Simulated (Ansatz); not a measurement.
Be:
Space group Im-3m (No. 229); a = b = c = 2.4996 Å, α = β = γ = 90.00°

```json
[
 {"atom": "Be", "site": "2a", "symmetry": "m-3m", "x": "0.0000", "y": "0.0000", "z": "0.0000"}
]
```
(The calculation used a cell of 1 atom; values per cell refer to that cell.)

Relaxed with r²SCAN.

Tabulate the valence density and the electron localisation function along the shortest Be–Be contact (2.16 Å), DFT-r²SCAN in the program Ansatz with PAW potentials.



```tsv
distance from Be (Å)	density (e/Å³)	ELF
0.22	0.11	0.00
0.32	0.15	0.01
0.43	0.20	0.03
0.54	0.23	0.12
0.65	0.26	0.27
0.76	0.27	0.42
0.87	0.27	0.52
0.97	0.27	0.57
1.08	0.27	0.59
1.19	0.27	0.57
1.30	0.27	0.52
1.41	0.27	0.42
1.52	0.26	0.27
1.62	0.23	0.12
1.73	0.20	0.03
1.84	0.15	0.01
1.95	0.11	0.00
```

The density is the valence pseudo-density with augmentation charge, so density and ELF within about 1 Å of a nucleus are not all-electron values.

The workflow started from a Materials Project entry (that database holds measured and hypothetical structures alike); the Crystallography Open Database copy checked does not list it. It is not the phase usual at ambient conditions (space group No. 194). The r²SCAN relaxation kept the symmetry of its start; its stability against distortions is not shown here.

Potentials: the earlier of the program's two PAW sets.
